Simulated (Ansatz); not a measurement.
Q: VO₂ (rutile, P4_2/mnm) is relaxed with PBEsol in the plane-wave PAW code Ansatz. What lattice parameters of the conventional cell result?

A: a = 4.535 Å, c = 2.803 Å.

Q: Give the free coordinates with the occupied sites.

A: In one choice of origin and axes:

```tsv
atom	site	symmetry	x	y	z
V	2b	m.mm	0.0000	0.0000	0.5000
O	4g	m.2m	0.2989	0.2989	0.5000
```

Q: Is it a metal or does it have a gap at this level?

A: No gap at this level.

This is a known high-temperature phase of the composition, computed here at zero pressure and temperature. The cell was relaxed with PBEsol under the symmetry of its start; its stability against distortions is not shown here. The final state is ferromagnetic, chosen from 3 collinear starts compared on coarse meshes (ties went to the first, and starts can fall back to one state), not a proven ground state. No Hubbard U is applied. The compound may be a true metal, but semilocal functionals without U, or a wrong spin order, can also close a gap.

Potentials: the later of the program's two PAW sets.
